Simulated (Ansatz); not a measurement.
Given:

LiNbO3 (LiNbO3 type, space group R3c)

```yaml
crystal:
  lattice:
    - [2.59491, 1.49817, 4.67185]
    - [-2.59491, 1.49817, 4.67185]
    - [0.00000, -2.99635, 4.67185]
  atoms:
    - { symbol: Li, position: [0.70263, 0.70263, 0.70263] }
    - { symbol: Li, position: [0.20263, 0.20263, 0.20263] }
    - { symbol: Nb, position: [0.98385, 0.98385, 0.98385] }
    - { symbol: Nb, position: [0.48385, 0.48385, 0.48385] }
    - { symbol: O, position: [0.62628, 0.87373, 0.26322] }
    - { symbol: O, position: [0.87373, 0.26322, 0.62628] }
    - { symbol: O, position: [0.26322, 0.62628, 0.87373] }
    - { symbol: O, position: [0.76322, 0.37373, 0.12628] }
    - { symbol: O, position: [0.37373, 0.12628, 0.76322] }
    - { symbol: O, position: [0.12628, 0.76322, 0.37373] }
```

This relaxed cell (volume V₀) is scaled evenly in all directions, its shape held. The atoms relax within the cell's symmetry.

Method: PBE (plane waves to 420 eV, PAW, scalar-relativistic; Ansatz, a program for electronic structure). k mesh 8×8×8 (Γ-centred), Fermi-Dirac smearing 0.05 eV. The energy includes the smearing's −TS. Stress and pressure are positive under compression. With the shape held, the modulus is that of even scaling; a crystal free to change shape is softer. LiNbO3 is run without spin polarisation. LiNbO3 was relaxed with its symmetry unable to fall. ΔE is measured from the relaxed starting cell.

The scan covers V/V₀ from 0.940 to 1.060 in 11 points.

Problem. What bulk modulus at fixed cell shape B₀ follows from a third-order Birch-Murnaghan fit?

Solution. 102 GPa.

Problem. What is the fitted pressure derivative B₀′?

Solution. 6.0.

(Under strain, the slope of the energy per volume gives the stress and its curvature an elastic modulus.)
